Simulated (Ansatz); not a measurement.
ZnGeO₃:
```
CELL_PARAMETERS angstrom
      2.48311     1.43362     4.61740
     -2.48311     1.43362     4.61740
      0.00000    -2.86724     4.61740
ATOMIC_POSITIONS crystal
  Zn 0.36745 0.36745 0.36745
  Zn 0.63255 0.63255 0.63255
  Ge 0.15634 0.15634 0.15634
  Ge 0.84366 0.84366 0.84366
  O  0.78527 0.04720 0.43874
  O  0.21473 0.95280 0.56126
  O  0.04720 0.43874 0.78527
  O  0.95280 0.56126 0.21473
  O  0.43874 0.78527 0.04720
  O  0.56126 0.21473 0.95280
```

Relaxed with r²SCAN. DFT-r²SCAN in the program Ansatz with PAW potentials gives a gap of 3.19 eV.

**Question.** What gap does HSE06 give on the same cell (Ansatz, PAW)?

**Answer.** 4.42 eV, 1.23 eV more. The hybrid was solved on a coarser mesh and at special points; the gap given is the minimum over both.

```json
[
 {"k": "Γ", "v1 r²SCAN": "-0.17", "c1 r²SCAN": "3.19", "v1 HSE06": "-0.19", "c1 HSE06": "4.42"},
 {"k": "T", "v1 r²SCAN": "-0.25", "c1 r²SCAN": "5.82", "v1 HSE06": "[?]", "c1 HSE06": "[?]"},
 {"k": "L", "v1 r²SCAN": "-0.11", "c1 r²SCAN": "6.62", "v1 HSE06": "-0.11", "c1 HSE06": "7.95"},
 {"k": "F", "v1 r²SCAN": "-0.12", "c1 r²SCAN": "6.81", "v1 HSE06": "[?]", "c1 HSE06": "[?]"},
 {"k": "S0", "v1 r²SCAN": "-0.10", "c1 r²SCAN": "6.66", "v1 HSE06": "[?]", "c1 HSE06": "[?]"},
 {"k": "H0", "v1 r²SCAN": "-0.13", "c1 r²SCAN": "6.73", "v1 HSE06": "[?]", "c1 HSE06": "[?]"}
]
```

**Question.** Top valence (v1) and lowest conduction level (c1) in eV from each method's valence maximum (which need not be a listed point): supply the withheld HSE06 values.

**Answer.** 
- T, v1 HSE06: -0.24
- T, c1 HSE06: 7.12
- S0, v1 HSE06: -0.11
- S0, c1 HSE06: 8.00
- F, v1 HSE06: -0.12
- F, c1 HSE06: 8.17
- H0, v1 HSE06: -0.15
- H0, c1 HSE06: 8.08

Cost on shared cores: the r²SCAN run (SCF on a 7×7×7 mesh, then bands and DOS) around 3 core-minutes (rough), the HSE06 run (SCF on 4×4×4, then a few points) around 5 core-minutes (rough); the tasks are unlike.

Space group R-3. The first step of the workflow began from a Materials Project structure, measured or hypothetical; the Crystallography Open Database copy checked does not list it. Whether it is the stable phase at ambient conditions was not checked. The r²SCAN relaxation kept the symmetry of its start; whether a distortion lowers the energy is not shown. Scalar-relativistic: spin–orbit coupling is off unless named, which matters more the heavier the elements.

Potentials: the later of the program's two PAW sets.
